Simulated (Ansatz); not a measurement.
**A vibration from a frozen displacement in BiTe**

All numbers below come from Ansatz 0.2.0, DFT PBE, scalar-relativistic, plane waves, PAW. Settings: plane waves to 420 eV, k-mesh 12×12×12 (Γ-centred), Gaussian smearing 0.15 eV. Spin–orbit coupling is left out, which matters for the heavy elements here. No spin polarisation. Energies are free energies at this smearing, counted from the undisturbed cell; pressure is positive in compression.

The undisturbed cell (as given, not relaxed at this level; it stands at 0.0 GPa, and it needn't be the usual structure):

```yaml
crystal:
  lattice:
    - [2.42271, 1.39875, 3.31729]
    - [-2.42271, 1.39875, 3.31729]
    - [0.00000, -2.79750, 3.31729]
  atoms:
    - { symbol: Bi, position: [0.50000, 0.50000, 0.50000] }
    - { symbol: Te, position: [0.00000, 0.00000, 0.00000] }
```

Every Te atom is moved by x along the Cartesian unit vector (0.000, -0.860, -0.510); the cell and all other atoms stay fixed. The cell's volume is 67.45 Å³; the moved atoms weigh 127.600 u together and the others 208.980 u. Some rows repeat others by symmetry and weren't run.

| x (Å) | ΔE (meV/cell) | total force on the moved atoms along the move (eV/Å) | pressure (GPa) |
| --- | --- | --- | --- |
| -0.1000 | 9.75 | 0.1984 | 0.1383 |
| -0.0875 | 7.43 | 0.1721 | 0.0991 |
| -0.0750 | 5.44 | 0.1465 | 0.0653 |
| -0.0625 | 3.77 | 0.1213 | 0.0367 |
| -0.0500 | 2.40 | 0.0966 | 0.0133 |
| -0.0375 | 1.35 | 0.0721 | -0.0048 |
| -0.0250 | 0.60 | 0.0480 | -0.0177 |
| -0.0125 | 0.15 | 0.0239 | -0.0255 |
| 0.0000 | 0.00 | 0.0000 | -0.0281 |
| 0.0125 | 0.15 | -0.0239 | -0.0255 |
| 0.0250 | 0.60 | -0.0480 | -0.0177 |
| 0.0375 | 1.35 | -0.0721 | -0.0048 |
| 0.0500 | 2.40 | -0.0966 | 0.0133 |
| 0.0625 | 3.77 | -0.1213 | 0.0367 |
| 0.0750 | 5.44 | -0.1465 | 0.0653 |
| 0.0875 | 7.43 | -0.1721 | 0.0991 |
| 0.1000 | 9.75 | -0.1984 | 0.1383 |

**Question.** What frequency belongs to this motion?

**Answer.** The force constant is k = −dF/dx = 1.913 eV/Å², from the parabola through x = -0.0125, 0 and 0.0125. In every cell the moved atoms swing against the rest, so the mass is μ = m₁m₂/(m₁ + m₂) = 79.226 u, and ν̃ = 521.5 cm⁻¹ × √(|k|/μ) = 81 cm⁻¹. The pattern needn't be a normal mode: ν̃² is then a weighted mean of the squared nonzero frequencies at the zone centre of this cell, so it lies between the lowest and the highest of them.

**Question.** How far does the harmonic law reach?

**Answer.** At x = -0.100 Å, kx²/2 = 9.57 meV against the computed 9.75 meV (+1.9 %): the well is still close to harmonic there.

In a metal these slopes depend on the k mesh and the smearing.